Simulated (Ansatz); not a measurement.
ZnO in space group P6_3/mmc (No. 194; Zn on 2b, O on 2c), the program Ansatz at the r²SCAN+D4 level (PAW), all energies at zero smearing, with the estimated change up to a 700 eV cutoff added, with one set of potentials and settings (totals compare only within such a set). Cell of 4 atoms (2 Zn, 2 O): -7789.039 eV.

| element | reference phase | E (eV/atom) |
|---|---|---|
| Zn | P6_3/mmc, 2 atoms in the cell | -3325.7927 |
| O | C2/m, 4 atoms in the cell, spin-polarised | -566.0549 |

Formation energy per atom, worked out: (-7789.039 − 2×(-3325.7927) − 2×(-566.0549))/4 = -1.336 eV/atom (-129 kJ per mol of atoms), at 0 K, without zero-point energy or fitted corrections.

The first step of the workflow began from a Materials Project structure, measured or hypothetical; the Crystallography Open Database copy checked does not list it. It is not the phase usual at ambient conditions (space group No. 186). The r²SCAN+D4 relaxation kept the symmetry of its start; phonons show weakly imaginary modes. The references are the lowest solids computed at this level, not always the standard phases (solids in place of the gases).

Potentials: the later of the program's two PAW sets.
